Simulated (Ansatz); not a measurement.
TiAl3 (D022 type, space group I4/mmm)

```xyz
4
Lattice="-1.9229 1.9229 4.3100 1.9229 -1.9229 4.3100 1.9229 1.9229 -4.3100" Properties=species:S:1:pos:R:3 pbc="T T T"
Al     0.0000     0.0000     4.3100
Al     0.0000     1.9229     2.1550
Al     1.9229     0.0000     2.1550
Ti     0.0000     0.0000     0.0000
```

Two-dimensional scan of atom 4 (Ti, nearest neighbour Al at 2.719 Å; its periodic images, 3.8 Å or more away, move with it): u runs along (0.707, 0.707, 0.000), v along (0.000, 0.000, 1.000) (Cartesian). Cell and other atoms are fixed.

These are PBE (plane waves to 420 eV, PAW, scalar-relativistic; Ansatz, a quantum-chemistry and plane-wave program) values and carry that method's errors. k mesh 14×14×14 (Γ-centred), Fermi-Dirac smearing 0.05 eV. Compression counts positive. Points where atoms come too close for the PAW data are left out (x in tables, blank in figures). With partly filled bands, energies and forces of such displacements shift with the k mesh and the smearing. TiAl3 is run without spin polarisation. TiAl3 was relaxed with its symmetry unable to fall. The last digit holds for this mesh only.

Changes of P (GPa) from the point u = 0.000 Å, v = 0.000 Å when one coordinate moves alone (two changes are said to add if the coupling is within 5 % of the smaller one, nearly so within 20 %):

```tsv
point	change
u = 0.000 Å, v = -0.680 Å	11.29
u = 0.000 Å, v = -0.453 Å	5.10
u = 0.000 Å, v = -0.227 Å	1.28
u = -0.453 Å, v = 0.000 Å	6.35
u = -0.227 Å, v = 0.000 Å	1.57
u = 0.227 Å, v = 0.000 Å	1.57
u = 0.453 Å, v = 0.000 Å	6.35
u = 0.000 Å, v = 0.227 Å	1.28
u = 0.000 Å, v = 0.453 Å	5.10
u = 0.000 Å, v = 0.680 Å	11.29
```

Problem. Do the two effects add at u = -0.453 Å, v = -0.680 Å? Give the computed change.

Solution. The sum of the single changes is 6.35 + (11.29) = 17.64; the calculation gives 17.92, so they add (within 5 % of the smaller single change).

Problem. Do the two effects add at u = -0.453 Å, v = -0.453 Å? Give the computed change.

Solution. The sum of the single changes is 6.35 + (5.10) = 11.45; the calculation gives 11.56, so they add (within 5 % of the smaller single change).

Problem. What is the change at u = -0.227 Å, v = 0.680 Å, where both move, and how far is it from the sum?

Solution. The sum of the single changes is 1.57 + (11.29) = 12.86; the calculation gives 12.99, so the coupling contributes 0.13 (under 20 % of the smaller single change, nearly additive).

(A displaced cell: forces are minus the slopes of the energy, force constants its curvatures, and phonons follow from these.)
